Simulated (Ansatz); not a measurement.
This guess for LiGaO is about to be relaxed.

```cif
data_structure
_symmetry_space_group_name_H-M 'P4/mmm'
_symmetry_Int_Tables_number 123
_cell_length_a 3.5761
_cell_length_b 3.5761
_cell_length_c 3.1724
_cell_angle_alpha 90.000
_cell_angle_beta 90.000
_cell_angle_gamma 90.000
_cell_volume 40.57
loop_
_atom_site_label
_atom_site_type_symbol
_atom_site_symmetry_multiplicity
_atom_site_Wyckoff_symbol
_atom_site_fract_x
_atom_site_fract_y
_atom_site_fract_z
_atom_site_occupancy
Li1 Li 1 b 0.00000 0.00000 0.50000 1
Ga1 Ga 1 d 0.50000 0.50000 0.50000 1
O1 O 1 a 0.00000 0.00000 0.00000 1
```

The calculation used DFT PBE, scalar-relativistic, plane waves, PAW (Ansatz). Cutoff 420 eV, Gaussian smearing, Γ-centred meshes. Cell and atoms relax first on a coarse mesh and then on a converged one. In between, the cell is made exact in the group found at 0.06 Å. The steps can't lower the symmetry of their start. No spin polarisation in the relaxation; trial moments died out in a coarse test.

A guess keeps its type if space group and coordination stay and the shape of the cell changes little (axis ratios within about 15 %, angles within 6°); the volume may change.

Question: Does it keep its structure type, or change into something else?

Answer: It keeps its type. The symmetry stays P4/mmm (No. 123). The volume per atom grows by 19.0 %, from 13.5 to 16.1 Å³. The shortest distance goes from 1.59 Å (Li–O) to 1.69 Å (Li–O). The ratio c/a of the conventional cell changes by a factor of 1.00. Counting neighbours within 15 % of an atom's shortest distance, the start has Ga 4, Li 2, O 2 and the end Ga 4, Li 2, O 2.

The zero of energy is the elements' standard structures at the same level (O₂ as a molecule); no fitted shifts are applied.

Question: At what energy does it end?

Answer: −0.504 eV/atom. Whether it is stable depends on the other phases of the system, which aren't compared here.

The last run used a 10×10×10 mesh for its 3-atom cell and Gaussian smearing of 0.01 eV. A structure relaxed within its symmetry needn't be a true minimum.
